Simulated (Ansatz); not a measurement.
BaN (zinc blende, space group No. 216) under volume change, plane-wave PAW r²SCAN (Ansatz code), scaled uniformly.

| V (Å³/atom) | E − E(relaxed) (meV/atom) | P (GPa) |
|---|---|---|
| 25.087 | ___ | ___ |
| 25.914 | 14.3 | 2.90 |
| 26.741 | ___ | ___ |
| 27.568 | 0.0 | 0.00 |
| 28.395 | 3.1 | -1.16 |
| 29.222 | 11.7 | -2.17 |
| 30.049 | 25.2 | -3.04 |

**Question.** Fill in the missing entries.

**Answer.** 
- 26.741, E − E(relaxed) (meV/atom): 3.4
- 26.741, P (GPa): 1.35
- 25.087, E − E(relaxed) (meV/atom): 33.7
- 25.087, P (GPa): 4.69

**Question.** What does a third-order Birch–Murnaghan fit give for V₀, B₀ and B′?

**Answer.** V₀ = 27.57 Å³/atom, B₀ = 41.6 GPa, B′ = 3.8.

Space group F-43m (zinc blende). The start of the workflow was typed in or built on a structure type; neither database checked (COD, Materials Project) lists it. Whether it is the stable phase at ambient conditions was not checked. Symmetry was held in the r²SCAN relaxation; whether a distortion lowers the energy is not shown. Its formation energy is positive at this level, so the cell may be metastable or incomplete. Spin–orbit coupling is left out wherever it is not named.

Potentials: the earlier of the program's two PAW sets. The files were generated under PBE; for other functionals the program regenerates the frozen cores, and for LDA and PBEsol the local potential too.
